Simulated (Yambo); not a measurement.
Input:

```
CELL_PARAMETERS angstrom
      4.54922     0.00000     0.00000
      0.00000     4.54922     0.00000
      0.00000     0.00000     4.54922
ATOMIC_POSITIONS crystal
  F  0.50000 0.00000 0.50000
  F  0.00000 0.50000 0.50000
  F  0.50000 0.50000 0.00000
  Rb 0.00000 0.00000 0.00000
  Hg 0.50000 0.50000 0.50000
```

Workflow: LDA (pw.x of Quantum ESPRESSO, ONCV potentials, without SOC), then G0W0 in Yambo (4×4×4 Γ-centred k mesh, bands 5 to 143 and a 7 Ry block in the screening, 143 bands in G with the Bruneval-Gonze terminator, plasmon pole fitted at 27.2 eV).

### Question
Give the LDA and G0W0 gaps between the band edges found on this mesh, and say where the edges lie.

### Answer
Edges: R → Γ. LDA: 0.35 eV; G0W0: 2.46 eV. Nearest settings tried, and what they do to the gap: 112 bands in W, 112 bands in G: +46 meV; 6 Ry block (179 vectors against 251): -4 meV; 2×2×2 mesh: +58 meV. So the settings aren't converged at that level. Without spin-orbit coupling, band edges of such heavy elements can be off by tenths of an eV. The cell is held in this high symmetry; tilts and polar distortions were not searched.

Geometry of the Materials Project entry, not relaxed at this level.
